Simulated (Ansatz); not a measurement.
A geometry of BaYAgTe$_{3}$ away from equilibrium: step 2 of the relaxation of a relaxed BaYAgTe3 cell shaken by Gaussian noise of σ = 0.08 Å a coordinate. These are r2SCAN (plane waves to 500 eV, PAW, scalar-relativistic; Ansatz, an electronic-structure program) values and carry that method's errors. Γ-centred k-mesh 4×4×2 on the run's cell (coarser than for final values), Fermi–Dirac smearing 0.05 eV.

```xyz
12
Lattice="2.2700 -7.5766 0.0121 2.2775 7.5788 -0.0059 0.0159 -0.0137 11.4966" Properties=species:S:1:pos:R:3:forces:R:3 pbc="T T T" free_energy=-76843.063 pressure_GPa=-0.4
Ba     2.3404    -3.8759     2.8819   -0.0695   -0.0418    0.0429
Ba     2.3159     3.8565     8.6257   -0.0257   -0.0377    0.0310
Y      0.0154     0.0316    -0.0880    0.0190   -0.0943    0.3792
Y      0.0207    -0.0765     5.8008    0.0469    0.2371   -0.5957
Ag     2.3485     0.4258     2.8567   -0.0178    0.0025    0.0674
Ag     2.2613    -0.4923     8.6420    0.0708   -0.0572   -0.0217
Te     2.3103    -2.1148    10.9278    0.0136    0.1523   -0.2513
Te     2.3003     2.0991     0.6055    0.0100   -0.1003   -0.1335
Te     2.2965     2.0707     5.1434    0.0454   -0.2669    0.0290
Te     2.3202    -2.1345     6.3376   -0.0584    0.0635    0.1500
Te     2.3390     6.3305     2.7898   -0.0149    0.1944    0.2126
Te     2.2876    -6.3745     8.5833   -0.0195   -0.0517    0.0902
```

Positions in Å, forces in eV/Å, free energy of the cell in eV (comparable only within this code, potentials and settings). Largest force: 0.64 eV/Å, on Y4 (atoms numbered as listed); the geometry lies 0.01 eV/atom above the end of its relaxation.

No spin polarisation in the result.

The cell that was disturbed is our relaxation of an entry of Materials Project.
